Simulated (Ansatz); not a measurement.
# An elastic constant from a strain scan in Ag

Computed with DFT PBEsol, scalar-relativistic, plane waves, PAW in Ansatz. Settings: plane waves to 420 eV, k-mesh 26×26×26 (Γ-centred), Gaussian smearing 0.15 eV. No spin polarisation. Energies are free energies at this smearing, counted from the undisturbed cell; pressure is positive in compression.

Zero of the scan (relaxed at this level; with this scan's settings it stands at -0.1 GPa):

```
Ag
1.0
     0.00000    2.02721    2.02721
     2.02721    0.00000    2.02721
     2.02721    2.02721    0.00000
Ag
1
Direct
  0.00000 0.00000 0.00000
```

The cell is strained by ε times the Voigt pattern (1, -1, 0, 0, 0, 0) (xx, yy, zz, yz, xz, xy; engineering shear) with fractional coordinates fixed. The cell holds 1 atom in V0 = 16.66 Å³. The stress column is τ = (1/V0) dE/dε, got from the stress tensor σ (compression positive) at each point as −det(1 + εP) σ : P(1 + εP)⁻¹, with P the pattern as a tensor.

| ε | ΔE (meV/atom) | τ (GPa) |
| --- | --- | --- |
| -0.0175 | 1.419 | -1.535 |
| -0.0150 | 1.047 | -1.330 |
| -0.0125 | 0.729 | -1.116 |
| -0.0100 | 0.467 | -0.896 |
| -0.0075 | 0.263 | -0.673 |
| -0.0050 | 0.117 | -0.448 |
| -0.0025 | 0.030 | -0.224 |
| 0.0000 | 0.000 | 0.000 |
| 0.0025 | 0.030 | 0.224 |
| 0.0050 | 0.117 | 0.448 |
| 0.0075 | 0.263 | 0.673 |
| 0.0100 | 0.467 | 0.896 |
| 0.0125 | 0.729 | 1.116 |
| 0.0150 | 1.047 | 1.330 |
| 0.0175 | 1.419 | 1.535 |
| 0.0200 | ? | ? |

Which combination of elastic constants does this scan measure, and how large is it?

For small ε, τ = τ0 + Kε with K = pᵀCp, which for this pattern is 2(C11 − C12) in the cubic axes. The parabola through τ at ε = -0.0025, 0 and 0.0025 has slope K = 89 GPa at zero. The energies per cell, E = NΔE, of the wider pair ε = ±0.0175 give K = 2[E(ε₊)/ε₊ − E(ε₋)/ε₋]/[(ε₊ − ε₋)V0] = 89 GPa, in agreement.

Predict the withheld row at ε = 0.0200 from the harmonic law, and compare.

ΔE = V0(τ0 ε + Kε²/2)/N = 1.861 meV/atom and τ = 1.79 GPa. The calculation gives 1.844 meV/atom and 1.73 GPa, a miss of 0.9 % of the harmonic energy, so the harmonic law still holds here.

In a metal these slopes depend on the k mesh and the smearing.

Cost: 9 runs of about 3.5 core-minutes in all, on Arm Neoverse V2 (shared hosts).